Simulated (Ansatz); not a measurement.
Method: DFT PBE, scalar-relativistic, plane waves, PAW, and for the lanthanide a 4f-in-core norm-conserving potential (Ansatz 0.2.0). All cells share a 660 eV cutoff and Γ-centred k meshes spaced at most about 0.3 Å⁻¹ (about 0.25 or finer for metals, 2π included). No spin polarisation in the final relaxations.

These are static total energies at zero pressure. All come from trial cells, and lower structures may exist.

**Question.** Which of these relaxed structures of Nd₂AlSe₃ is the lowest in energy?
A.

```
Nd Al Se
1.0
     4.99317    0.00000    0.00000
     0.00000    4.99317    0.00000
     0.00000    0.00000    6.72247
Nd Al Se
2 1 3
Direct
  0.00000 0.00000 0.74882
  0.00000 0.00000 0.25118
  0.50000 0.50000 0.50000
  0.00000 0.50000 0.50000
  0.50000 0.00000 0.50000
  0.50000 0.50000 0.00000
```

B.

```
Nd Al Se
1.0
     5.26108    0.00000    0.00000
    -2.63054    4.55623    0.00000
     0.00000    0.00000    5.97015
Nd Al Se
2 1 3
Direct
  0.33333 0.66667 0.29238
  0.66667 0.33333 0.70762
  0.00000 0.00000 0.00000
  0.33333 0.66667 0.79014
  0.66667 0.33333 0.20986
  0.00000 0.00000 0.50000
```

C.

```
Nd Al Se
1.0
     7.65513    0.00000    0.00000
    -3.82757    6.62954    0.00000
     0.00000    0.00000    3.84385
Nd Al Se
2 1 3
Direct
  0.33333 0.66667 0.00000
  0.66667 0.33333 0.00000
  0.00000 0.00000 0.00000
  0.50000 0.00000 0.50000
  0.50000 0.50000 0.50000
  0.00000 0.50000 0.50000
```

**Answer.** B. It has Nd and Al ordered on caesium chloride sites, space group P-3m1 (No. 164); the next, C, with space group P6/mmm (No. 191), lies 97 meV/atom higher. Counting Se atoms around Al and Nd (those within 1.25 times the shortest such distance or 1.15 times the sum of covalent radii, 1.27 where that leaves under three; a plus sign parts nearer from farther groups; the shortest distance is added where it exceeds 1.18 times the sum of covalent radii), the lowest has Nd 8, Al 2+6 from 3.0 Å and the next has Nd 6, Al 12 from 4.3 Å.

In P-3m1, P6/mmm, P4/mmm an odd number of valence electrons (the lanthanide is held trivalent, its 4f shell in the core) allows no gap without spin; another valence of the lanthanide, a larger cell or a magnetic state could open one. Cells relaxed within their symmetry can be saddle points. Some candidate types were left out of the draw beforehand, so a known form may be missing.

The lanthanide is trivalent by construction, without f bands, f moments or other valences.
